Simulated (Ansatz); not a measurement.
CsPbF$_{3}$:
```cif
data_CsF3Pb
_chemical_formula_sum 'Cs1 Pb1 F3'
_space_group_name_H-M_alt 'Pm-3m'
_space_group_IT_number 221
_space_group_name_Hall '-P 4 2 3'
_cell_length_a 4.81467
_cell_length_b 4.81467
_cell_length_c 4.81467
_cell_angle_alpha 90.000
_cell_angle_beta 90.000
_cell_angle_gamma 90.000
loop_
_atom_site_label
_atom_site_type_symbol
_atom_site_symmetry_multiplicity
_atom_site_Wyckoff_symbol
_atom_site_fract_x
_atom_site_fract_y
_atom_site_fract_z
_atom_site_occupancy
Cs1 Cs 1 b 0.50000 0.50000 0.50000 1
Pb1 Pb 1 a 0.00000 0.00000 0.00000 1
F1 F 3 d 0.00000 0.00000 0.50000 1
```

Relaxed with PBEsol. DFT-PBEsol in the program Ansatz with PAW potentials gives a gap of 2.62 eV.

### Question
What gap does HSE06 give on the same cell (Ansatz, PAW)?

### Answer
3.75 eV, 1.14 eV more. The hybrid was solved on a coarser mesh and at special points; the gap given is the minimum over both.

| k | v1 PBEsol | c1 PBEsol | v1 HSE06 | c1 HSE06 |
|---|---|---|---|---|
| Γ | -3.55 | 4.40 | … | … |
| R | 0.00 | 2.62 | 0.00 | 3.75 |
| M | -0.94 | 3.65 | … | … |
| X | -2.02 | 3.07 | … | … |

### Question
Top valence (v1) and lowest conduction level (c1) in eV from each method's valence maximum (which need not be a listed point): supply the withheld HSE06 values.

### Answer

- M, v1 HSE06: -1.07
- M, c1 HSE06: 4.84
- X, v1 HSE06: -2.32
- X, c1 HSE06: 4.18
- Γ, v1 HSE06: -4.46
- Γ, c1 HSE06: 5.59

Cost on shared cores: the PBEsol run (SCF on a 6×6×6 mesh, then bands and DOS) very roughly 28 core-seconds, the HSE06 run (SCF on 4×4×4, then a few points) very roughly 2.1 core-minutes; the tasks are unlike.

The first step of the workflow began from a Materials Project structure, measured or hypothetical; the Crystallography Open Database files this formula in space group No. 221, but the cells were not matched. Whether it is the stable phase at ambient conditions was not checked. The PBEsol relaxation kept the symmetry of its start; whether a distortion lowers the energy is not shown. Scalar-relativistic: spin–orbit coupling is off unless named, which matters more the heavier the elements.

Potentials: the later of the program's two PAW sets.
